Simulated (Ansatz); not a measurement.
The relaxed structure here is a generated cell of Co: the first start was made by placing the elements on the sites of a structure type, and the end was not matched to a known phase here, so it may be hypothetical. Known forms of Co include space group No. 194.

A relaxed structure of Co. Computed with PBE (plane waves to 420 eV, PAW, scalar-relativistic; Ansatz, a program for electronic structure).

```cif
data_Co2
_chemical_formula_sum 'Co2'
_space_group_name_H-M_alt 'P 1'
_space_group_IT_number 1
_cell_length_a 4.85452
_cell_length_b 4.57617
_cell_length_c 2.42959
_cell_angle_alpha 81.523
_cell_angle_beta 68.806
_cell_angle_gamma 29.671
loop_
_space_group_symop_operation_xyz
  'x, y, z'
loop_
_atom_site_label
_atom_site_type_symbol
_atom_site_fract_x
_atom_site_fract_y
_atom_site_fract_z
_atom_site_occupancy
Co1 Co 0.13441 0.13441 0.86559 1
Co2 Co 0.86559 0.86559 0.13441 1
```

Q: Determine the symmetry and give the standard cell with its independent sites.

A: Space group Fmmm (No. 69); a = 2.5604 Å, b = 4.1299 Å, c = 8.7869 Å, α = β = γ = 90.00°

```csv
atom,site,symmetry,x,y,z
Co,8i,mm2,0.0000,0.0000,0.1344
```

Q: Give the shortest distances between elements (the closest pairs, up to four, under 3.6 Å).

A: Co–Co 2.36 Å.

The volume per atom is 11.61 Å³. The band gap is no gap (metallic) and the magnetic moment is net 1.73 μB/atom, ferromagnetic.

Spin state reached: ferromagnetic (net 1.73 μB/atom), from parallel starting moments; other spin orders were not run from this start.

The run could not lose the symmetry of its start: the end is stationary, and may be a saddle point rather than a minimum.
